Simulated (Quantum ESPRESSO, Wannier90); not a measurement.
**Wannierisation of MgTe (rock salt)**

```
begin unit_cell_cart
ang
    0.0000000000    2.9723950000    2.9723950000
    2.9723950000    0.0000000000    2.9723950000
    2.9723950000    2.9723950000    0.0000000000
end unit_cell_cart
begin atoms_frac
Mg   0.0000000000  0.0000000000  0.0000000000
Te   0.5000000000  0.5000000000  0.5000000000
end atoms_frac
```

Structure: Materials Project mp-1008786, symmetrised, not relaxed again. Not found in the COD (Crystallography Open Database) copy used, which has the formula in other groups; not checked further. Computed values, not measurements, from PBEsol: Quantum ESPRESSO (norm-conserving PseudoDojo potentials, cutoff 68 Ry, no spin polarisation, no spin-orbit coupling) on a Γ-centred 10×10×10 mesh, then Wannier90. Density: 10×10×10 mesh, Gaussian smearing 0.01 Ry. Spin-orbit coupling is left out although heavy elements are present.

Bands 11-13 form an isolated set from -4.87 to 0.00 eV relative to the valence-band maximum (on the path) and are turned into 3 Wannier functions by minimising the spread from the start: atomic waves Te 5p.

**Question.** Where do the functions sit, how wide are they and what are they made of?

**Answer.** 
```tsv
functions	spread (Å²)	nearest atom, distance (Å)	second atom, distance (Å)	weight on atomic waves
3	3.43	Te 0.00	Mg 2.97	Te 5p 87 %, Mg 3s 8 %
```

Ω_I = 10.11 Å², Ω_total = 10.29 Å²; the interpolated bands follow pw.x to 3.4 meV rms on the path. Only this start was tried; a symmetric start can stop on a saddle, and mixtures of these functions could lower the total by at most Ω_total − Ω_I.
